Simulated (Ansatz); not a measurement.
La (dhcp (α-La type), space group No. 194) at seven volumes, DFT-r²SCAN in the program Ansatz with PAW potentials, shape and atoms relaxed at each. One row is withheld.

```csv
V (Å³/atom),P (GPa)
33.892,2.42
35.010,1.54
36.127,0.75
37.244,0.04
38.362,-0.61
39.479,?
40.596,-1.78
```

Fit the shown pressures and predict the withheld one.

P = (3/2)B₀(x^(7/2) − x^(5/2))[1 + (3/4)(B′ − 4)(x − 1)] with x = (V₀/V)^(2/3). Least squares on the six rows gives V₀ = 37.302 Å³/atom, B₀ = 23.0 GPa, B′ = 2.06. At V = 39.479, x = 0.9629 and P = -1.23 GPa. The run itself gave -1.22 GPa.

Space group P6_3/mmc (dhcp (α-La type)). The r²SCAN relaxation kept the symmetry of its start; of distortions, only those at the zone centre were tested. Scalar-relativistic: spin–orbit coupling is off unless named, which matters more the heavier the elements.

Potentials: the later of the program's two PAW sets.
